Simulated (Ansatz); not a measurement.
Here is the system:

SiC:
```xyz
6
Lattice="3.0657 0.0000 0.0000 -1.5328 2.6549 0.0000 0.0000 0.0000 7.0311" Properties=species:S:1:pos:R:3 pbc="T T T"
Si    -0.7664     1.3275     2.3437
Si     0.7664     1.3275     4.6874
Si     1.5328     0.0000     0.0000
C     -0.7664     1.3275     5.8593
C      0.7664     1.3275     1.1719
C      1.5328     0.0000     3.5156
```

This is the PBEsol-relaxed structure.

Task: All from PBEsol in the plane-wave PAW code Ansatz, unless another level is named. Give the band gap.

Result: 0.77 eV (indirect).

Task: Predict the hole effective mass.

Result: 0.38, 0.38, 3.5 mₑ (principal values).

Task: Give the weight of the conduction-edge state by species (Voronoi cells).

Result: Si 59 %, C 41 %.

Space group P6_422. The start of the workflow was typed in or built on a structure type; neither database checked (COD, Materials Project) lists it. It is not the phase usual at ambient conditions (space group No. 186, 216). The cell was relaxed with PBEsol under the symmetry of its start; phonons on a q-mesh show no instability. Its formation energy is positive at this level, so the cell may be metastable or incomplete.

Potentials: the later of the program's two PAW sets.
